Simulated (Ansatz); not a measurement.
Relaxation of a generated cell, NbP placed in the MnP structure type; 8 atoms in the cell, which starts as Pnma (No. 62), oP8; a = 5.625 Å, b = 3.413 Å, c = 6.335 Å, α = β = γ = 90.00°. Calculation: PBEsol (plane waves to 420 eV, PAW, scalar-relativistic; Ansatz, a quantum-chemistry and plane-wave program). Γ-centred k-mesh 4×7×4 on the run's cell (coarser than for final values), Fermi–Dirac smearing 0.05 eV. This is the first round of the run. 

The optimiser's lines from the output (shortened; P is positive under compression):

```
relax step   1: F+E_penalty+E_count = -20949.11145646 eV  Δ(F+E_penalty+E_count) = +0.000e0 eV  max|allowed force component| = 4.452e-1 eV/Å  Δτ_max = 0.0000 Å  P = +10.385 GPa  Ω = 121.635 Å³  (6 SCF iters, dr2 threshold 1.00e-7 eV, accepted)
relax step   2: F+E_penalty+E_count = -20949.56662641 eV  Δ(F+E_penalty+E_count) = -4.552e-1 eV  max|allowed force component| = 2.623e-1 eV/Å  Δτ_max = 0.0283 Å  P = -1.786 GPa  Ω = 127.844 Å³  (6 SCF iters, dr2 threshold 8.00e-7 eV, accepted)
relax step   3: F+E_penalty+E_count = -20949.59782924 eV  Δ(F+E_penalty+E_count) = -3.120e-2 eV  max|allowed force component| = 1.759e-1 eV/Å  Δτ_max = 0.0156 Å  P = -0.166 GPa  Ω = 126.621 Å³  (6 SCF iters, dr2 threshold 8.00e-7 eV, accepted)
relax step   4: F+E_penalty+E_count = -20949.60743875 eV  Δ(F+E_penalty+E_count) = -9.610e-3 eV  max|allowed force component| = 6.873e-2 eV/Å  Δτ_max = 0.0227 Å  P = -0.042 GPa  Ω = 126.849 Å³  (6 SCF iters, dr2 threshold 8.00e-7 eV, accepted)
relax step   5: F+E_penalty+E_count = -20949.60860831 eV  Δ(F+E_penalty+E_count) = -1.170e-3 eV  max|allowed force component| = 5.352e-2 eV/Å  Δτ_max = 0.0119 Å  P = -0.047 GPa  Ω = 126.976 Å³  (6 SCF iters, dr2 threshold 2.95e-7 eV, accepted)
relax step   6: F+E_penalty+E_count = -20949.60911249 eV  Δ(F+E_penalty+E_count) = -5.042e-4 eV  max|allowed force component| = 4.638e-3 eV/Å  Δτ_max = 0.0037 Å  P = -0.007 GPa  Ω = 126.929 Å³  (6 SCF iters, dr2 threshold 1.79e-7 eV, accepted)
relax step   7: F+E_penalty+E_count = -20949.61135447 eV  Δ(F+E_penalty+E_count) = -2.242e-3 eV  max|allowed force component| = 4.685e-3 eV/Å  Δτ_max = 0.0000 Å  P = +0.019 GPa  Ω = 126.929 Å³  stress off target by 4.31e-2 GPa  SCF on the basis re-selected at this cell (its energy is not comparable with the rows above)  (9 SCF iters)
relax step   8: F+E_penalty+E_count = -20949.61136146 eV  Δ(F+E_penalty+E_count) = -6.986e-6 eV  max|allowed force component| = 2.819e-4 eV/Å  Δτ_max = 0.0006 Å  P = -0.002 GPa  Ω = 126.941 Å³  (6 SCF iters, dr2 threshold 4.64e-9 eV, accepted)
relax step   9: F+E_penalty+E_count = -20949.61136316 eV  Δ(F+E_penalty+E_count) = -1.697e-6 eV  max|allowed force component| = 2.820e-4 eV/Å  Δτ_max = 0.0000 Å  P = -0.002 GPa  Ω = 126.941 Å³  stress off target by 5.70e-3 GPa  SCF on the basis re-selected at this cell (its energy is not comparable with the rows above)  (8 SCF iters)
```

From the first to the last row the energy changes by -0.06 eV/atom and the volume by +4.4 %. The last row is marked as not comparable with the walk above it, whose basis was carried along; it does compare with step 1, since both stand on a basis selected at the nominal cutoff for their own cell.

Later rounds, restarted from the end of this one on a renewed k-mesh, logged 5 more steps and released under 0.01 eV/atom more. The final structure after all rounds: Pnma (No. 62), oP8, AFLOW prototype AB_oP8_62_c_c (B31, as in MnP); a = 5.969 Å, b = 3.300 Å, c = 6.447 Å, α = 90.00°, β = 90.00°, γ = 90.00°. Between re-selections the logged energies stand on a plane-wave basis carried along with the cell. No spin polarisation in the result.

The run could not lose the symmetry of its start: the end is stationary, and may be a saddle point rather than a minimum.

The relaxed structure here is a generated cell of NbP: the first start was made by placing the elements on the sites of a structure type, and the end was not matched to a known phase here, so it may be hypothetical.
